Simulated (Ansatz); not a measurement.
An Ansatz input:

```yaml
crystal:
  lattice:
    - [2.604150106, 0.0, 0.0]
    - [0.0, 2.604150106, 0.0]
    - [0.0, 0.0, 2.604150106]
  atoms:
    - { symbol: Pt, position: [0.0, 0.0, 0.0] }
hamiltonian:
  xc: r2scan
  pseudopotentials:
    kind: paw_fr
    azcp:
      Pt: "pseudopotentials/Pt.paw.azcp"
basis:
  ecutwfc: 500
  fft_grid_basis: typed
kpoints:
  mp_grid: { grid: [12, 12, 12], shift: [0, 0, 0] }
magnetization:
  noncollinear: true
  spin_orbit: true
scf:
  occupations: { method: fermi_dirac, width: 0.1 }
output:
  write_density: true
  write_potential: true
  elf: true
  volumetric_format: npy
```

Output

```
Engine: ansatz 0.2.0, x86_64-unknown-linux-gnu
Pseudopotentials: kind: paw_fr
Pseudopotential: Pt, paw_fr, valence charge 18, recommended cutoff 500 eV (meta_gga) 
Functional definition: r2SCAN
  parameter k0 = 0.174
  parameter k1 = 0.065
  parameter a1 = 4.9479
  exchange = r2scan_x(k0 = k0, k1 = k1, a1 = a1)
  correlation = r2scan_c
non-collinear run that drives no moment, with spin-orbit: no starting moment large enough to seed its density (crystal.atoms[].spin), no starting occupations that ask for one, no magnetisation constraint and no magnetic field, so the semilocal B_xc is pinned to zero
Crystal: 1 atoms, lattice volume = 17.660 Å³
Basis set: ecut = 500 eV, 461 PW (Γ), exchange–correlation on 80×80×80 points (64 copies of the dense FFT grid, shifted against one another)
Bands: 26, of which v1, the nominal top of the filled ones, is band 18 counted from 1 (17 counted from 0)
Symmetry: 48 space group operations + 48 with time reversal
Magnetic group: BNS 221.93 (UNI 1595), of the structure as read, at distance tolerance 2.6e-5 Å
k-points: 84 of 1728
Projection manifold: j_resolved (fully-relativistic pseudo-atomic orbitals)
Non-local potential: Pt, projectors of the file, l = 0: 3, l = 1: 4, l = 2: 4, l = 3: 2
PAW form: soft (Blöchl's): semilocal exchange-correlation on the pseudo side does not see the compensation charge
PAW frozen core: Pt, regenerated for the run's functional (the file was generated under x = pbe(κ = 0.804, μ = 0.2195149727645171), c = pbe(β = 0.06672455060314922))
PAW one-centre angular grid: Pt, 590 points (default); XC on 160 Gauss nodes
Initial density: superposition of atomic densities (chi_scale 0.1, normalization cell)
Initial wavefunctions: pseudopotential atomic-orbital guess
Functional: x = r2scan, c = r2scan; τ floored in thin density (d = 2e-4 eV/Å³)
SCF iter   1: F=—  HF=-12511.627899 eV  |F-HF|=—  |Δ(HF+E_count)|=         —  Δρ=6.38e-2  dr2=6.13e-1  dr2_τ=6.18e-3  dr2_m=0.00e0 (ungated)  ethr=3.10e-3  |M|=0.00e0 ∫|m|=0.00e0 μB  |m|>n=0.0e0 m-floor=0.0e0 τ_xc=0.0e0  β_m=0.30  ⟨swp⟩=6.1  Hψ=5050  notcnv=0  defer=54
SCF iter   2: F=—  HF=-12511.541245 eV  |F-HF|=—  |Δ(HF+E_count)|=   8.67e-2  Δρ=4.36e-2  dr2=2.60e-1  dr2_τ=4.09e-3  dr2_m=0.00e0 (ungated)  ethr=3.10e-3  |M|=0.00e0 ∫|m|=0.00e0 μB  |m|>n=0.0e0 m-floor=0.0e0 τ_xc=0.0e0  β_m=0.57  ⟨swp⟩=2.0  Hψ=1598  notcnv=0  defer=180
SCF iter   3: F=—  HF=-12511.512059 eV  |F-HF|=—  |Δ(HF+E_count)|=   2.92e-2  Δρ=7.06e-3  dr2=5.21e-3  dr2_τ=1.31e-4  dr2_m=0.00e0 (ungated)  ethr=1.44e-3  |M|=0.00e0 ∫|m|=0.00e0 μB  |m|>n=0.0e0 m-floor=0.0e0 τ_xc=0.0e0  β_m=0.76  ⟨swp⟩=2.2  Hψ=1652  notcnv=0  defer=216
SCF iter   4: F=—  HF=-12511.514042 eV  |F-HF|=—  |Δ(HF+E_count)|=   1.98e-3  Δρ=2.46e-3  dr2=1.18e-3  dr2_τ=2.85e-5  dr2_m=0.00e0 (ungated)  ethr=2.89e-5  |M|=0.00e0 ∫|m|=0.00e0 μB  |m|>n=0.0e0 m-floor=0.0e0 τ_xc=0.0e0  β_m=0.69  ⟨swp⟩=2.0  Hψ=1520  notcnv=0  defer=216
SCF iter   5: F=—  HF=-12511.513703 eV  |F-HF|=—  |Δ(HF+E_count)|=   3.38e-4  Δρ=5.14e-4  dr2=5.27e-5  dr2_τ=5.60e-7  dr2_m=0.00e0 (ungated)  ethr=6.58e-6  |M|=0.00e0 ∫|m|=0.00e0 μB  |m|>n=0.0e0 m-floor=0.0e0 τ_xc=0.0e0  β_m=0.85  ⟨swp⟩=2.5  Hψ=1460  notcnv=0  defer=216
SCF iter   6: F=—  HF=-12511.513682 eV  |F-HF|=—  |Δ(HF+E_count)|=   2.16e-5  Δρ=8.99e-5  dr2=1.66e-6  dr2_τ=1.63e-8  dr2_m=0.00e0 (ungated)  ethr=2.93e-7  |M|=0.00e0 ∫|m|=0.00e0 μB  |m|>n=0.0e0 m-floor=0.0e0 τ_xc=0.0e0  β_m=0.84  ⟨swp⟩=2.4  Hψ=1451  notcnv=0  defer=216
SCF iter   7: F=-12511.513681 eV  HF=-12511.513681 eV  |F-HF|=1.93e-9  |Δ(HF+E_count)|=   3.69e-7  Δρ=5.92e-6  dr2=5.62e-9  dr2_τ=3.84e-10  dr2_m=0.00e0 (ungated)  ethr=5.56e-10  |M|=0.00e0 ∫|m|=0.00e0 μB  |m|>n=0.0e0 m-floor=0.0e0 τ_xc=0.0e0  ⟨swp⟩=6.9  Hψ=4490  notcnv=0
SCF 1 converged in 7 iterations: F = -12511.513681 eV  dr2 = 5.62e-9
SCF converged after 7 iterations
Magnetization: |M| = 0.0000 μB,  M = (+0.0000, +0.0000, +0.0000) μB
Absolute magnetization: 0.0000 μB (∫|m|)
  site 0: m = (+0.0000, +0.0000, +0.0000) μB, |m| = 0.0000 μB  (R = 1.07 Å)
Free energy (F): -12511.513681 eV
Harris-Foulkes:  -12511.513681 eV  (|F-HF|=1.93e-9)
Internal energy: -12511.477704 eV  (E = F + TS)
E sigma→0 (E₀):  -12511.495692 eV
Entropy (-TS):   -0.035978 eV (-35.978 meV/atom)
Fermi energy:    18.738905 eV
--- Per-component energies (eV) ---
  E_band       = -224.447030
  E_kinetic    = 637.881516
  E_local      = -1758.396085  (includes V_loc(G=0)·N_el)
  E_nonlocal   = 190.497327
  E_hartree    = 657.455716
  E_xc         = -250.014373
  E_vxc        = -337.424779  (∫ρ·V_xc dr)
  E_paw        = -9447.062390  (= ΣΔE_a)
  E_vpaw       = -293.533160  (= ΣTr[D̂ρ^β])
  E_aug_tail   = 0.000113  (compensation charges beyond the density's cutoff)
  E_vtau       = 21.619883  (kinetic-family band-sum trace: ∫τ·v_τ [+ j·A + Jᵃ·Aᵃ] dr)
  E_ewald      = -2541.591052
  E_core_change = -0.248476  (= ΣΔE_core)
  E_smearing   = -0.035978  (= −TS)
  E_closure    = 0.000000  (closes the sum)
  Σ components = -12511.513681   (vs F -12511.513681, Δ=0.00e0)
--- Band table (eV; the first three rows and the last of 84) ---
  k-point 0: bands = ["-81.3074", "-81.3074", "-45.7557", "-45.7557", "-30.8294", "-30.8294", "-30.8294", "-30.8294", "9.9480", "9.9480", "12.5764", "12.5764", "12.5764", "12.5764", "18.6534", "18.6534", "18.6534", "18.6534", "19.6470", "19.6470", "33.2674", "33.2674", "35.2223", "35.2223", "35.2223", "35.2223"]
  k-point 1: bands = ["-81.3053", "-81.3053", "-45.7612", "-45.7612", "-30.8588", "-30.8588", "-30.8256", "-30.8256", "10.1530", "10.1530", "12.6133", "12.6133", "12.7626", "12.7626", "18.4719", "18.4719", "18.5944", "18.5944", "19.5292", "19.5292", "32.8185", "32.8185", "34.7200", "34.7200", "35.5908", "35.5908"]
  k-point 2: bands = ["-81.2996", "-81.2996", "-45.7762", "-45.7762", "-30.9382", "-30.9382", "-30.8153", "-30.8153", "10.6887", "10.6887", "12.7155", "12.7155", "13.3533", "13.3533", "18.0107", "18.0107", "18.3423", "18.3423", "19.3319", "19.3319", "30.7541", "30.7541", "35.3333", "35.3333", "36.5896", "36.5896"]
  k-point 83: bands = ["-81.2151", "-81.2151", "-45.9871", "-45.9871", "-31.3447", "-31.3447", "-31.3447", "-31.3447", "13.2338", "13.2338", "13.2338", "13.2338", "13.9376", "13.9376", "20.9820", "20.9820", "20.9820", "20.9820", "26.8764", "26.8764", "29.3360", "29.3360", "30.2915", "30.2915", "30.2915", "30.2915"]
```

Launched by

```sh
ansatz run input.yaml --threads 1 --pin off --max-ram 3584MiB --backend cpu --events-out ev --progress --plain --runs-dir out
```

On 1 thread of Intel(R) Xeon(R) Platinum 8259CL CPU @ 2.50GHz (Skylake/Cascade Lake) (shared host) this took about 21 s of wall time and 20 s of CPU time.
